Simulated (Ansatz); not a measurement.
Total density of states per atom from PBE (plane waves, PAW; program Ansatz), in 0.25 eV bins, energy from the Fermi level:

| E (eV) | states/eV/atom |
|---|---|
| -7.85 | 0.30 |
| -7.60 | 0.21 |
| -7.35 | 0.13 |
| -7.10 | 0.23 |
| -6.85 | 0.26 |
| -6.60 | 0.28 |
| -6.35 | 0.19 |
| -6.10 | 0.09 |
| -5.85 | 0.37 |
| -5.60 | 0.53 |
| -5.35 | 0.14 |
| -5.10 | 0.36 |
| -4.85 | 0.48 |
| -4.60 | 0.41 |
| -4.35 | 0.33 |
| -4.10 | 0.35 |
| -3.85 | 0.59 |
| -3.60 | 0.69 |
| -3.35 | 0.56 |
| -3.10 | 0.60 |
| -2.85 | 0.61 |
| -2.60 | 0.70 |
| -2.35 | 0.59 |
| -2.10 | 0.44 |
| -1.85 | 0.01 |
| -1.60 | 0.00 |
| -1.35 | 0.00 |
| -1.10 | 0.00 |
| -0.85 | 0.02 |
| -0.60 | 0.10 |
| -0.35 | 0.18 |
| -0.10 | 0.33 |
| 0.15 | 0.53 |
| 0.40 | 0.52 |
| 0.65 | 0.70 |
| 0.90 | 0.79 |
| 1.15 | 0.66 |
| 1.40 | 0.65 |
| 1.65 | 0.62 |
| 1.90 | 0.60 |
| 2.15 | 0.55 |
| 2.40 | 0.67 |
| 2.65 | 0.61 |
| 2.90 | 0.67 |
| 3.15 | 0.59 |
| 3.40 | 0.47 |
| 3.65 | 0.61 |
| 3.90 | 0.61 |
| 4.15 | 0.56 |
| 4.40 | 0.47 |

**Question.** Pick the material that matches.
A) SiS2, rutile
B) YSi, NiAs type
C) SiW, rock salt
D) K4Si23, I-43m (Pearson symbol cI54)

**Answer.** D, K4Si23, I-43m (Pearson symbol cI54). Within 0.5 eV of the Fermi level: Si 3p 57 %, Si 3s 25 %, outside the projected shells 14 %. Projections are on Löwdin-orthogonalised atomic valence shells; empty p or d shells of many metals are not among them.

The start of the workflow was typed in or built on a structure type; neither database checked (COD, Materials Project) lists it. COD files the formula under space group No. 223, so this cell is another polymorph or a model. Its standing as an ambient phase is unchecked. Symmetry was held in the PBE relaxation; whether a distortion lowers the energy is not shown.

Potentials: the later of the program's two PAW sets.
